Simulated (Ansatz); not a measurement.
Given:

Ru:
```
Ru
1.0
   -1.51636     1.51636     1.51636
    1.51636    -1.51636     1.51636
    1.51636     1.51636    -1.51636
Ru
1
Direct
  0.00000   0.00000   0.00000
```

This is the r²SCAN-relaxed structure.

### Question
All from plane-wave PAW r²SCAN (Ansatz code), unless another level is named. Predict the density of states at the Fermi level.

### Answer
1.9 states/eV per atom (mean over ±0.08 eV).

### Question
Predict the gap with spin–orbit coupling.

### Answer
none (metallic).

Space group Im-3m (bcc (W type)). The start of the workflow was typed in or built on a structure type; neither database checked (COD, Materials Project) lists it. It is not the phase usual at ambient conditions (space group No. 194). The r²SCAN relaxation kept the symmetry of its start. At this level the phase is mechanically unstable. No spin polarisation was allowed. Spin–orbit coupling is left out wherever it is not named.

Potentials: the earlier of the program's two PAW sets.
